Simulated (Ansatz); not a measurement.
YGeO:
```
YGeO
1.0
    3.43324     0.00000     0.00000
    0.00000     3.43324     0.00000
    0.00000     0.00000     7.96332
Y Ge O
2 2 2
Direct
  0.00000   0.50000   0.66882
  0.50000   0.00000   0.33118
  0.00000   0.00000   0.00000
  0.50000   0.50000   0.00000
  0.50000   0.00000   0.61178
  0.00000   0.50000   0.38822
```

Relaxed with PBEsol. Special points in fractions of this cell's reciprocal vectors: Γ (0.000, 0.000, 0.000); X (0.000, 0.500, 0.000); M (0.500, 0.500, 0.000); Z (0.000, 0.000, 0.500); R (0.000, 0.500, 0.500); A (0.500, 0.500, 0.500).

Q: List the band energies nearest the Fermi level at these points for PBEsol (plane waves, PAW; program Ansatz).

A: In eV from the Fermi level; about four levels below and three above (degenerate sets whole), none deeper than 8.9 eV; points with the same levels are listed once.

```json
[
 {"k": "Γ", "below": "-2.23 -1.56 -1.56 -1.54", "above": "0.07 0.58 1.78"},
 {"k": "X", "below": "-4.30 -4.30 -0.97 -0.97", "above": "1.81 1.81 2.39 2.39"},
 {"k": "M", "below": "-3.54 -3.54 -0.79 -0.79", "above": "2.30 2.30 3.79 3.79"},
 {"k": "Z", "below": "-1.53 -1.53 -1.24 -0.83", "above": "1.47 2.44 2.85"},
 {"k": "R", "below": "-4.15 -4.15 -1.66 -1.66", "above": "1.92 1.92 2.77 2.77"},
 {"k": "A", "below": "-3.50 -3.50 -1.09 -1.09", "above": "2.83 2.83 3.54 3.54"}
]
```

Space group P4/nmm. The start of the workflow was typed in or built on a structure type; neither database checked (COD, Materials Project) lists it. Whether it is the stable phase at ambient conditions was not checked. The PBEsol relaxation kept the symmetry of its start; its stability against distortions is not shown here. The run is not spin-polarised. The volume moved by -16 % from the start of the relaxation. Spin–orbit coupling is left out wherever it is not named.

Potentials: the earlier of the program's two PAW sets. The files were generated under PBE; for other functionals the program regenerates the frozen cores, and for LDA and PBEsol the local potential too.
